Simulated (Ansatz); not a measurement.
MgO (rock salt, Fm-3m), plane-wave PAW PBEsol (Ansatz code). The conduction-band minimum lies at Γ, with 1 equivalent valley. Second derivatives d²E/dk² of the lowest band at one valley (eV·Å²), along Cartesian directions:

| direction | d²E/dk² |
|---|---|
| [100] | 22.37 |
| [010] | 22.37 |
| [001] | 22.37 |
| [110] | 22.37 |
| [101] | 22.37 |
| [011] | 22.37 |

Find the principal effective masses, the density-of-states mass and the conductivity mass.

Off-diagonal terms follow from H_xy = H[110] − (H_xx + H_yy)/2, and m*/mₑ = 7.620 eV·Å² over each eigenvalue: 0.34, 0.34, 0.34. One valley's DOS mass (m₁m₂m₃)^(1/3) = 0.34, conductivity mass 3/(Σ 1/mᵢ) = 0.34 mₑ.

What effective density of states Nc follows at 300 K for parabolic valleys?

Nc = 2.509e19 × 1 × (0.34)^(3/2) ≈ 5.0e18 cm⁻³.

With the computed static dielectric constant 10.4 (mean of the diagonal), estimate a hydrogenic donor's binding energy and radius.

E = 13.606 eV × 0.34/10.4² ≈ 43 meV; a = 0.529 Å × ε/m* ≈ 16 Å. Semilocal masses tend to be too small where the gap is.

With ε∞ = 3.25 and ω_LO = 692 cm⁻¹, what Fröhlich coupling constant follows?

α = (1/ε∞ − 1/ε0) √(m* × 13.606 eV/ħω_LO) = 1.6.

Symmetry was held in the PBEsol relaxation; phonons on a q-mesh show no instability. The volume moved by -15 % from the start of the relaxation.

Potentials: the later of the program's two PAW sets.
